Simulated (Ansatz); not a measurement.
Put NaLi2 in P-3m1 (No. 164): Na on 1a; Li on 2d. A trial structure of NaLi2 was built thus: close-packed layers stacked ABC (elements of the layers in order: Na Li Li).

Theory: Ansatz, DFT PBE, scalar-relativistic, plane waves, PAW. Cutoff 420 eV, Γ-centred mesh, Gaussian smearing, no spin polarisation.

Formation energies are uncorrected and refer to the elements' standard structures at the same level.

Question: Predict the relaxed structure.

Answer:

Space group P-3m1 (No. 164). a = 3.347 Å, b = 3.347 Å, c = 7.948 Å, α = 90.00°, β = 90.00°, γ = 120.00°
```csv
atom,site,symmetry,x,y,z
Na,1a,-3m.,0.0000,0.0000,0.0000
Li,2d,3m.,0.3333,0.6667,0.3523
```

Na has 6 Na at 3.35 Å and 6 Li at 3.40 Å; Li is surrounded by 3 Li at 3.04 Å, 6 Li at 3.35 Å and 3 Na at 3.40 Å. Another local minimum with the same sites may exist.

Question: And its energy and gap?

Answer: The energy over the elements is +0.05 eV/atom and the gap on the 15×15×6 mesh of the 3-atom cell is 0 eV (a metal). It can't be a ground state, since the elements alone are lower.

The last run used Gaussian smearing of 0.10 eV. Symmetry constrained the relaxation, so the result can be a saddle point.
